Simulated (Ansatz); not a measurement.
# WSe2: from a starting cell to a relaxed one

The start is a relaxed WSe2 cell, doubled along one cell vector, shaken by Gaussian noise of σ = 0.08 Å a coordinate. The cell and all atomic positions are relaxed at zero pressure with PBE (plane waves to 420 eV, PAW, scalar-relativistic; Ansatz, an electronic-structure program). The first steps use a coarse 6×6×3 k-mesh.

The start:
```yaml
crystal:
  lattice:
    - [0.00000, 3.13283, 3.13283]
    - [3.13283, 0.00000, 3.13283]
    - [6.26567, 6.26567, 0.00000]
  atoms:
    - { symbol: W, position: [0.99094, 0.02210, 0.00005] }
    - { symbol: W, position: [0.01111, 0.01614, 0.47932] }
    - { symbol: Se, position: [0.21341, 0.22659, 0.13420] }
    - { symbol: Se, position: [0.23055, 0.28509, 0.61430] }
    - { symbol: Se, position: [0.76098, 0.73695, 0.38646] }
    - { symbol: Se, position: [0.73924, 0.73729, 0.88584] }
```
Spin-polarised start, with parallel moments on W.

| Quantity | Result |
|---|---|
| Largest initial force | about 1.8 eV/Å, on Se3 (atoms numbered as listed) |
| Energy released | 0.08 eV/atom |
| Relative to the parent | It returns to the parent structure, Fm-3m (No. 225) |
| Shortest distances (start → end) | The closest pairs of elements (up to four, under 3.6 Å), start → end: Se–W 2.50 → 2.71 Å; Se–Se 2.90 → 3.13 Å |
| Band gap at the end | zero (metallic) |
| Moments at the end | net 0.61 μB/atom, ferromagnetic |
| Optimiser moves | 5 |

The end point of the relaxation:

```cif
data_Se8W4
_chemical_formula_sum 'W4 Se8'
_space_group_name_H-M_alt 'Fm-3m'
_space_group_IT_number 225
_space_group_name_Hall '-F 4 2 3'
_cell_length_a 6.26569
_cell_length_b 6.26569
_cell_length_c 6.26569
_cell_angle_alpha 90.000
_cell_angle_beta 90.000
_cell_angle_gamma 90.000
loop_
_atom_site_label
_atom_site_type_symbol
_atom_site_symmetry_multiplicity
_atom_site_Wyckoff_symbol
_atom_site_fract_x
_atom_site_fract_y
_atom_site_fract_z
_atom_site_occupancy
W1 W 4 a 0.00000 0.00000 0.00000 1
Se1 Se 8 c 0.25000 0.25000 0.25000 1
```
(The calculation used a cell of 3 atoms; values per cell refer to that cell.)

Final values are on a 13×13×13 k-mesh of the relaxed cell. Spin state reached: ferromagnetic (net 0.61 μB/atom), from parallel starting moments; other spin orders were not run from this start.

The relaxed structure here is a generated cell of WSe2: the first start was made by placing the elements on the sites of a structure type, and the end was not matched to a known phase here, so it may be hypothetical. Known forms of WSe2 include space group No. 194.
